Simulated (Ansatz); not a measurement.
AlZnInO$_{4}$:
```
CELL_PARAMETERS angstrom
      1.62824     0.94006     8.53835
     -1.62824     0.94006     8.53835
      0.00000    -1.88013     8.53835
ATOMIC_POSITIONS crystal
  In 0.99570 0.99570 0.99570
  Al 0.21280 0.21280 0.21280
  Zn 0.78163 0.78163 0.78163
  O  0.13917 0.13917 0.13917
  O  0.87950 0.87950 0.87950
  O  0.28616 0.28616 0.28616
  O  0.70503 0.70503 0.70503
```

Relaxed with PBEsol. Special points in fractions of this cell's reciprocal vectors: Γ (0.000, 0.000, 0.000); T (0.500, 0.500, 0.500); H2 (0.825, 0.175, 0.500); H0 (0.500, -0.175, 0.175); L (0.500, 0.000, 0.000); S0 (0.337, -0.337, 0.000); S2 (0.663, 0.000, 0.337); F (0.500, 0.000, 0.500).

Q: List the band energies nearest the valence-band maximum at these points for PBEsol in the plane-wave PAW code Ansatz.

A: In eV from the valence-band maximum; about four levels below and three above (degenerate sets whole), none deeper than 8.9 eV; points with the same levels are listed once.

| k | below | above |
|---|---|---|
| Γ | -0.79 -0.79 -0.50 -0.01 -0.01 | 1.80 4.89 5.38 |
| T | -0.83 -0.83 0.00 0.00 | 2.83 3.58 6.17 |
| H2 | -1.70 -1.42 -1.07 -0.33 | 6.62 7.59 8.17 |
| L | -1.48 -1.09 -0.60 -0.28 | 5.44 6.43 6.83 |
| S0 | -1.71 -1.39 -1.09 -0.33 | 6.63 7.59 8.21 |
| F | -1.38 -1.17 -0.83 -0.44 | 5.54 6.43 6.78 |

Space group R3m. The cell is a constructed one: a structure type filled with these elements; neither database checked (COD, Materials Project) lists it. Its standing as an ambient phase is unchecked. The PBEsol relaxation kept the symmetry of its start; whether a distortion lowers the energy is not shown. Scalar-relativistic: spin–orbit coupling is off unless named, which matters more the heavier the elements.

Potentials: the earlier of the program's two PAW sets. The files were generated under PBE; for other functionals the program regenerates the frozen cores, and for LDA and PBEsol the local potential too.
